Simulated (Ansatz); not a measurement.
Computed with DFT PBE, scalar-relativistic, plane waves, PAW in Ansatz 0.2.0. All cells share a 420 eV cutoff and Γ-centred k meshes spaced about 0.3 Å⁻¹ or finer (0.25 for metals, 2π included). No spin polarisation.

Temperature and zero-point effects are left out.

Two relaxed structures of Al3S4I:

A.

```
Al S I
1.0
     6.13060    0.00000    0.00000
    -3.06530    5.30926    0.00000
     0.00000    0.00000    7.74104
Al S I
3 4 1
Cartesian
  2.9453 0.0000 3.8705
  -1.4726 2.5507 3.8705
  1.5927 2.7586 3.8705
  0.0000 3.5395 5.4456
  0.0000 3.5395 2.2954
  3.0653 1.7698 2.2954
  3.0653 1.7698 5.4456
  0.0000 0.0000 3.8705
```

B.

```
Al S I
1.0
     1.76845    1.02101   16.47863
    -1.76845    1.02101   16.47863
     0.00000   -2.04203   16.47863
Al S I
3 4 1
Direct
  0.23206 0.23206 0.23206
  0.50000 0.50000 0.50000
  0.76794 0.76794 0.76794
  0.86163 0.86163 0.86163
  0.13837 0.13837 0.13837
  0.41292 0.41292 0.41292
  0.58708 0.58708 0.58708
  0.00000 0.00000 0.00000
```

Question: Which would you expect to be lower, and how large is the difference?

Answer: A is lower, by 12 meV/atom. A has space group P-62m (No. 189), 31.5 Å³/atom and a gap of 2.20 eV on its mesh; B has space group R-3m (No. 166), 22.3 Å³/atom and no gap. Counting I or S atoms around Al (for each partner element, those within 1.25 times its shortest distance or 1.15 times the sum of covalent radii, where it is the nearest in units of that sum or under 1.3; a plus sign parts groups by distance over the sum of covalent radii; a slash parts the counts of unlike sites), A has Al 6 and B has Al 3+3/6. In A, around Al lie 4 S at 2.37 Å, 1 I at 2.95 Å, 4 Al at 3.07 Å and 1 I at 3.19 Å; S is surrounded by 3 Al at 2.37 Å; I is surrounded by 3 Al at 2.95 Å and 3 Al at 3.19 Å. In B, Al on a site of symmetry 3m has 3 S at 2.31 Å and 3 S at 2.74 Å; S on its first site is surrounded by 3 Al at 2.48 Å and 3 Al at 2.74 Å; around I lie 6 I at 3.54 Å; 2 more sites not described. Both come from trial cells of a structure search, whose lowest cell (P1, 32.3 Å³/atom) lies 167 meV/atom below the lower of the two.

The k mesh leaves some 4 meV/atom of noise in the energy of each metallic cell. No dispersion correction is applied, so the spacing and binding between layers, chains or molecules are poorly described (P-62m, R-3m), and this can change margins and order among such cells. Spin–orbit coupling, which can matter for I, is left out. Kohn–Sham gaps at this level usually fall short of measured ones. The missing spin–orbit coupling can work the other way here. Cells relaxed within their symmetry can be saddle points. Some types were kept out of the candidates beforehand, so the set may lack a known form.
